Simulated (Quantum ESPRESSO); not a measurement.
```
CELL_PARAMETERS angstrom
      7.60454     0.00000     0.00000
     -3.80227     6.58572     0.00000
      0.00000     0.00000     2.90520
ATOMIC_POSITIONS crystal
  Si 0.23108 0.82495 0.75000
  Si 0.76892 0.17505 0.25000
  Si 0.40613 0.23108 0.25000
  Si 0.59387 0.76892 0.75000
  Si 0.17505 0.40613 0.75000
  Si 0.82495 0.59387 0.25000
  N  0.33333 0.66667 0.75000
  N  0.66667 0.33333 0.25000
  N  0.96919 0.66985 0.75000
  N  0.03081 0.33015 0.25000
  N  0.29934 0.96919 0.25000
  N  0.70066 0.03081 0.75000
  N  0.33015 0.29934 0.75000
  N  0.66985 0.70066 0.25000
```
The geometry is a computed Materials Project entry, not a measured one. It is Si3N4 in P6₃/m. Stability against distortions was not tested.

With PBE (a modified build of Quantum ESPRESSO; gradients by PAW reconstruction on its ground state; JTH PAW datasets, 25 Ha):

```csv
quantity,PBE
Vzz N1 (a.u.),-0.485
Vzz N2 (a.u.),-0.489
```

Cores are frozen. Against all-electron runs on small test molecules, this scheme's |Vzz| missed by −6 % on Si, under 1 % on N.

Problem. What does the LDA, on its own JTH datasets and the same geometry, give?

Solution. 
```tsv
quantity	LDA	LDA − PBE
Vzz N1 (a.u.)	-0.462	+0.023
Vzz N2 (a.u.)	-0.467	+0.022
```
